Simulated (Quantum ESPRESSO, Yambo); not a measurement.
# Quasiparticle gap of AgCl at +1 % isotropic strain

AgCl is taken in the cubic space group Fm-3m (No. 225), the rock salt structure, Pearson symbol cF8. Cell: a = b = c = 5.502 Å, α = β = γ = 90.00°. Cl on 4b has 6 Ag at 2.751 Å (octahedral). Ag on 4a is surrounded by 6 Cl at 2.751 Å (octahedral). (Neighbours: up to the widest gap in distance over summed covalent radii, below 1.35, at either atom; cation-cation contacts left out.)
(The calculation used a cell of 2 atoms; values per cell refer to that cell.)

The PBEsol cell relaxed from Materials Project entry mp-22922 was given an isotropic strain of +1 % on all lattice vectors, and the atoms were relaxed again.

Starting point: PBEsol (Quantum ESPRESSO, PseudoDojo norm-conserving, 82 Ry, no spin-orbit coupling). G0W0 in Yambo: 4×4×4 Γ-centred k mesh, bands 5 to 100 and a 10 Ry block in the screening, 100 bands in G with the Bruneval-Gonze terminator, plasmon pole fitted at 27.2 eV.

```
Item                                                 Value
-------------------------------------------------  -------
PBEsol gap along the band path                     0.73 eV
PBEsol gap between the mesh's edge points (L → Γ)  0.73 eV
G0W0 gap between the same points                   2.31 eV
PBEsol smallest direct gap on the mesh (at Γ)      3.15 eV
G0W0 direct gap at that point                      4.78 eV
```

```csv
k point,band,E PBEsol (eV),E QP (eV),shift (eV),Z
Γ,VB,-2.42,-3.60,-1.18,0.79
Γ,CB,0.73,1.18,0.45,0.83
L,VB,0.00,-1.13,-1.13,0.80
L,CB,3.96,4.34,0.38,0.83
W,VB,-1.27,-2.38,-1.11,0.79
W,CB,4.12,4.76,0.64,0.82
```

Energies count from the PBEsol valence-band maximum.

Convergence of the G0W0 settings was not tested.

Spin-orbit splittings are left out.
